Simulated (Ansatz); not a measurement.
Relaxed-ion elastic tensor of CuPt in space group R-3m (No. 166; Cu on 3a, Pt on 3b) in GPa (Voigt order), the program Ansatz at the PBEsol level (PAW); density 16.02 g/cm³, 13.40 Å³ per atom.

```
  388    161    152  -25.3    0.0    0.0
  161    388    152   25.3    0.0    0.0
  152    152    355    0.0    0.0    0.0
-25.3   25.3    0.0   63.3    0.0    0.0
  0.0    0.0    0.0    0.0   63.3  -25.3
  0.0    0.0    0.0    0.0  -25.3    114
```

Is the crystal mechanically stable?

Yes: the smallest eigenvalue of C is 52.8 GPa.

Work out the Voigt, Reuss and Hill averages.

K_V = 229, K_R = 228, K_H = 229; G_V = 92.6, G_R = 79.1, G_H = 85.9 GPa.

Give Young's modulus, Poisson's ratio, Pugh's ratio and the universal anisotropy index.

E = 9KG/(3K + G) = 229 GPa; ν = 0.33; K/G = 2.66 (ductile by the Pugh limit of 1.75); A_U = 5G_V/G_R + K_V/K_R − 6 = 0.85.

Estimate the sound speeds and the Debye temperature.

v_l = √((K + 4G/3)/ρ) = 4630 m/s, v_t = √(G/ρ) = 2320 m/s, mean 2600 m/s; Θ = (h/k)(3n/4πV)^(1/3) v_m = 325 K.

Solve the Christoffel equation for the three sound speeds along x, y, z.

Eigenvalues of C_ijkl n_j n_l equal ρv². In km/s, slowest first: x 1.82, 2.78, 4.92; y 1.96, 2.66, 4.94; z 1.99, 1.99, 4.71.

How much does each axis shrink under pressure?

Linear compressibilities β_i = Σ_j S_ij (j = 1 to 3): x 1.4, y 1.4, z 1.6 per TPa.

The first step of the workflow began from a Materials Project structure, measured or hypothetical; the Crystallography Open Database copy checked does not list it. With Cu and Pt taken as one species the cell has the higher symmetry Fm-3m, so it may be an ordered model of a mixed-site phase. Whether it is the stable phase at ambient conditions was not checked. The PBEsol relaxation kept the symmetry of its start; of distortions, only those at the zone centre were tested. No spin polarisation was allowed. As this level gives no gap, shear constants depend on the k-mesh and smearing (Fermi–Dirac, 0.1 eV here). Spin–orbit coupling is left out wherever it is not named.

Potentials: the later of the program's two PAW sets.
